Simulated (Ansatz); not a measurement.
Fields on a plane of Zr (hcp, Mg type)

```
CELL_PARAMETERS angstrom
      3.18473     0.00000     0.00000
     -1.59237     2.75806     0.00000
      0.00000     0.00000     5.11724
ATOMIC_POSITIONS crystal
  Zr 0.33333 0.66667 0.75000
  Zr 0.66667 0.33333 0.25000
```

The slice is a (1 -1 0 0) plane (indices of the conventional cell) through the point (0.333, 0.667, 0.750) (fractional), spanned by u = [110] and v = [001] in vectors of this cell: u (3.18 Å) and v (5.12 Å, at 90° to u). It covers one period; positions are fractions (u, v).

Atoms on it: Zr at (0.00, 0.00). Other atoms lie within 1 Å of the plane.

All values below come from PBEsol (plane waves to 420 eV, PAW, scalar-relativistic; Ansatz, an electronic-structure program). k mesh 17×17×9. Inside the PAW spheres the values are not all-electron values, and peaks at nuclei hang on which shells count as valence. The PAW data are Ansatz's earlier set. Zr is run without spin polarisation. Zr was relaxed with its symmetry unable to fall.

```
v \ u  0.00  0.13  0.27  0.40  0.53  0.67  0.80  0.93
-----  ----  ----  ----  ----  ----  ----  ----  ----
0.88    0.4   0.2  -0.4  -0.7  -0.8  -0.6   0.0   0.4
0.75   -0.6  -0.7  -0.8  -0.8  -0.8  -0.8  -0.7  -0.6
0.62   -0.7  -0.7  -0.7  -0.5  -0.5  -0.6  -0.7  -0.7
0.50   -0.7  -0.7  -0.5  -0.2  -0.1  -0.3  -0.6  -0.7
0.38   -0.7  -0.7  -0.7  -0.5  -0.5  -0.6  -0.7  -0.7
0.25   -0.6  -0.7  -0.8  -0.8  -0.8  -0.8  -0.7  -0.6
0.12    0.4   0.2  -0.4  -0.7  -0.8  -0.6   0.0   0.4
0.00    0.6   0.6   0.1  -0.6  -0.7  -0.3   0.4   0.6
```

Values: log₁₀ of the valence density in e/Å³. The scale is logarithmic, as a density can span decades between atoms and voids.

```
|xxxxx036630xxxx|
|xxxxx047740xxxx|
|xxxx02688620xxx|
|xxx0157887510xx|
|000247899874200|
|334567888876543|
|777777666677777|
|998765333356789|
|998742000024789|
|998620000002689|
|997510xxxx01579|
|997400xxxx00479|
|997510xxxx01579|
|998620000002689|
|998742000024789|
|998765333356789|
|777777666677777|
|334567888876543|
|000247899874200|
|xxx0157887510xx|
|xxxx02688620xxx|
|xxxxx047740xxxx|
|xxxxx036630xxxx|
|xxxxx026620xxxx|
```
Scale: ten equal steps from 2.00 (start of '0') to 10.66 (end of '9'), in the order '0123456789'. Values: electrostatic potential energy of an electron, from the cell's mean, in eV. The map has 15 points along u (one character each, u = 0 at the left) and 24 along v (v = 0 in the bottom row). Points within 1 Å of a nucleus are blanked (x), as the pseudised field means little there. Values under 2 eV are set to 2. The zero, the cell's mean, hangs on the PAW cores.

The density on the Zr–Zr line (3.18 Å) at its midpoint is 0.18 e/Å³ and the ELF at that point is 0.2.
